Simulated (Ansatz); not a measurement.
Relaxed WSe2 (2H-MoS2 type, space group P6_3/mmc):

```
CELL_PARAMETERS angstrom
      3.27906     0.00000     0.00000
     -1.63953     2.83975     0.00000
      0.00000     0.00000    12.78607
ATOMIC_POSITIONS crystal
  W  0.33333 0.66667 0.25000
  W  0.66667 0.33333 0.75000
  Se 0.33333 0.66667 0.61827
  Se 0.66667 0.33333 0.11827
  Se 0.66667 0.33333 0.38173
  Se 0.33333 0.66667 0.88173
```

The numbers are results of PBE-D3(BJ) (plane waves to 420 eV, PAW, scalar-relativistic; Ansatz, an electronic-structure program), not measurements. k mesh 9×9×2 (Γ-centred), Fermi-Dirac smearing 0.05 eV. Spin-orbit coupling is left out, though W is heavy. WSe2 is run without spin polarisation. WSe2 was relaxed with its symmetry unable to fall.

One atom of the cell was then moved (with its periodic images), all else fixed, and the forces (eV/Å) came out as:

```
atom      Fx      Fy      Fz
----  ------  ------  ------
W1     4.228   1.189  -2.692
W2     0.031   0.008  -0.008
Se3    0.046   0.012   0.021
Se4   -0.100   0.261  -0.103
Se5   -4.196  -1.467   2.779
Se6   -0.009  -0.003   0.003
```

Task: Which atom was moved, and by which vector (Å)?

Result: Se5, by (0.51, 0.00, 0.00), 0.51 Å in all.

(A displaced cell: forces are minus the slopes of the energy, force constants its curvatures, and phonons follow from these.)
